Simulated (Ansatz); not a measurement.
Consider the following.

AlRu (CsCl type, Pm-3m), a = b = c = 2.9538 Å, α = β = γ = 90.00°.

This is the LDA-relaxed structure.

Problem. All from LDA in the plane-wave PAW code Ansatz, unless another level is named. Predict the density of states at the Fermi level.

Solution. 0.77 states/eV per atom (mean over ±0.08 eV).

Problem. And the formation energy from the elements (no fitted shifts)?

Solution. -0.65 eV/atom.

The cell was relaxed with LDA under the symmetry of its start; of distortions, only those at the zone centre were tested. No spin polarisation was allowed. The references are the lowest solids computed at this level, not always the standard phases. Spin–orbit coupling is left out wherever it is not named.

Potentials: the earlier of the program's two PAW sets.
